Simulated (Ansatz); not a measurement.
The relaxed structure here is a generated cell of PbSe: the first start was made by placing the elements on the sites of a structure type, and the end was not matched to a known phase here, so it may be hypothetical. Known forms of PbSe include space group No. 225.

The end point of a relaxation of PbSe. Space group R3m (No. 160). All values below come from PBEsol (plane waves to 420 eV, PAW, scalar-relativistic; Ansatz, a quantum-chemistry and plane-wave program).

```cif
data_Pb2Se2
_chemical_formula_sum 'Pb2 Se2'
_space_group_name_H-M_alt 'P 1'
_space_group_IT_number 1
_cell_length_a 7.86984
_cell_length_b 7.86984
_cell_length_c 7.86984
_cell_angle_alpha 31.068
_cell_angle_beta 31.068
_cell_angle_gamma 31.068
loop_
_space_group_symop_operation_xyz
  'x, y, z'
loop_
_atom_site_label
_atom_site_type_symbol
_atom_site_fract_x
_atom_site_fract_y
_atom_site_fract_z
_atom_site_occupancy
Pb1 Pb 0.95778 0.95778 0.95778 1
Pb2 Pb 0.12674 0.12674 0.12674 1
Se1 Se 0.53740 0.53740 0.53740 1
Se2 Se 0.36776 0.36776 0.36776 1
```

### Question
What is the computed band gap (PBEsol)?

### Answer
0.62 eV, indirect (valence top at Γ, conduction bottom at 40 % of the way from S2 to F) (no spin-orbit coupling).

### Question
What is the computed smallest direct gap (PBEsol)?

### Answer
0.69 eV at Γ.

No spin polarisation in the result. Spin-orbit coupling is missing; with elements this heavy it can move band edges by tenths of an eV or more.

It was reached from a disturbed copy of a P4₂/mmc (No. 131) cell, against which it lies -0.39 eV/atom.
